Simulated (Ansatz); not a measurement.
Input:

CuSe2:
```xyz
6
Lattice="5.0320 0.0000 0.0000 0.0000 6.1866 0.0000 0.0000 0.0000 3.7681" Properties=species:S:1:pos:R:3 pbc="T T T"
Cu     0.0000     0.0000     0.0000
Cu     2.5160     3.0933     1.8841
Se     0.9324     2.3885     0.0000
Se     4.0996     3.7980     0.0000
Se     3.4484     0.7047     1.8841
Se     1.5836     5.4818     1.8841
```

This is the r²SCAN-relaxed structure.

### Question
All from plane-wave PAW r²SCAN (Ansatz code), unless another level is named. Estimate the electronic character.

### Answer
metallic (no gap).

### Question
Predict the density of states at the Fermi level.

### Answer
0.48 states/eV per atom (mean over ±0.08 eV).

### Question
What about the formation energy from the elements (no fitted shifts)?

### Answer
-135 meV/atom.

Space group Pnnm. The first step of the workflow began from a Materials Project structure, measured or hypothetical; the Crystallography Open Database files this formula in space group No. 58, but the cells were not matched. Whether it is the stable phase at ambient conditions was not checked. The r²SCAN relaxation kept the symmetry of its start; whether a distortion lowers the energy is not shown. No spin polarisation was allowed. The references are the lowest solids computed at this level, not always the standard phases. Spin–orbit coupling is left out wherever it is not named.

Potentials: the earlier of the program's two PAW sets.
